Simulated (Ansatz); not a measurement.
**Relaxation path: bcc Nb (110), 3 layers**

DFT, PBE, PAW with Ansatz's default frozen-core files, scalar-relativistic (Ansatz 0.2.0); a Γ-centred 13×13×1 k mesh, Fermi–Dirac smearing of 0.08 eV, no spin polarisation. The run relaxes the atoms in the fixed cell.

Command: `ansatz run input.yaml --threads 1 --pin off --max-ram 3584MiB --backend cpu --events-out ev --progress --plain --runs-dir out` It took 110 s on 1 thread of Arm Neoverse V1, with other jobs on the host, peak memory 0.43 GiB.

```yaml
crystal:
  lattice:
    - [2.8679417328, 0.0, 0.0]
    - [-0.9559805776, 2.7039213964, 0.0]
    - [0.0, 0.0, 20.6833]
  atoms:
    - { symbol: Nb, position: [0.0, 0.0, 0.3867847675] }
    - { symbol: Nb, position: [0.5, 0.5, 0.5] }
    - { symbol: Nb, position: [0.0, 0.0, 0.6132152325] }
kpoints:
  mp_grid: { grid: [13, 13, 1] }
scf:
  occupations: { method: fermi_dirac, width: 0.08 }
hamiltonian:
  xc: pbe
  pseudopotentials: { kind: paw }
output:
  forces: true
  stress: true
  eigenvalues: true
  write_density: true
  write_potential: true
  elf: true
  volumetric_format: npy
relax:
  f_tol: 0.01
  max_steps: 40
efield:
  axis: 3
  amplitude: 0
  dipole_correction: true
```

Each step lists its free energy a cell above the last geometry, and Cartesian positions (Å) with forces (eV/Å).

The first step:

```
step 1  dF = 24.60 meV
  Nb 0.0000 0.0000 8.0000   0.0000 0.0000 0.3533
  Nb 0.9560 1.3520 10.3416   0.0000 0.0000 0.0000
  Nb 0.0000 0.0000 12.6833   0.0000 0.0000 -0.3533
```

The cell is 1×1, so reconstructions are forbidden, and in slabs of four or five layers the relaxations can be far larger than at a real surface.

Question: Where does the relaxation end, and by which steps?

Answer: After 4 geometries, with a shortest distance of 2.813 Å. The further steps:
```
step 2  dF = 93.18 meV  (not accepted)
  Nb 0.0000 0.0000 8.1906   0.0000 0.0000 -0.7666
  Nb 0.9560 1.3520 10.3417   0.0000 0.0000 0.0000
  Nb 0.0000 0.0000 12.4927   0.0000 0.0000 0.7666
step 3  dF = 0.56 meV
  Nb 0.0000 0.0000 8.0770   0.0000 0.0000 -0.0573
  Nb 0.9560 1.3520 10.3417   0.0000 0.0000 0.0000
  Nb 0.0000 0.0000 12.6063   0.0000 0.0000 0.0573
step 4  dF = 0.00 meV
  Nb 0.0000 0.0000 8.0670   0.0000 0.0000 0.0007
  Nb 0.9560 1.3520 10.3416   0.0000 0.0000 0.0000
  Nb 0.0000 0.0000 12.6163   0.0000 0.0000 -0.0007
step 5  dF = 0.00 meV  (same geometry, solved once more)
  Nb 0.0000 0.0000 8.0670   0.0000 0.0000 0.0009
  Nb 0.9560 1.3520 10.3416   0.0000 0.0000 0.0000
  Nb 0.0000 0.0000 12.6163   0.0000 0.0000 -0.0009
```
